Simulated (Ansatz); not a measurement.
# simple cubic against fcc along group 15

These are results of Ansatz 0.2.0, DFT, LDA (PW92), plane waves (420 eV) with PAW, scalar-relativistic, not measurements. The PAW files were generated under PBE, with cores re-solved for the functional.

Each structure is relaxed within its symmetry, in the lowest magnetic state of the tried starts. Differences under about 8 meV lie within the error of the k-point mesh.

```csv
element,E(simple cubic) − E(fcc) (meV/atom),V(simple cubic) (Å³/atom),V(fcc) (Å³/atom),state of simple cubic,state of fcc
P,-746,13.95,13.86,spin not included,spin not included
As,-427,19.14,18.15,spin not included,spin not included
Sb,-261,28.06,25.71,spin not included,spin not included
Bi,-130,32.63,29.53,spin not included,spin not included
```
